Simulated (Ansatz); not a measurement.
MoW (Cmcm), relaxed and computed with several functionals in Ansatz (plane waves, PAW).

```tsv
functional	a (Å)	c (Å)	V (Å³/atom)	ΔH_f (eV/atom)	B₀ by P(V) fit (GPa)
PBEsol	2.574	4.629	15.80	0.42	276
r²SCAN	2.585	4.687	16.07	0.46	268
PBE	?	?	?	?	?
```

Task: Complete the blanks.

Result: 
- PBE, a (Å): 2.600
- PBE, c (Å): 4.680
- PBE, V (Å³/atom): 16.28
- PBE, ΔH_f (eV/atom): 0.41
- PBE, B₀ by P(V) fit (GPa): 256

Typed or built starts, not in the databases checked: MoW, Cmcm (W on 4c, Mo on 4c). All cells were relaxed under the symmetry of their starts (and spin orders); stability against distortions was not tested throughout. Rows with no word on spin ran without spin polarisation. Spin–orbit coupling is left out wherever it is not named.

Potentials: the later of the program's two PAW sets.

Ansatz (a program for electronic structure) is a plane-wave DFT program.

Formation energies count from the lowest solids of the elements computed at the same level, not from gases.
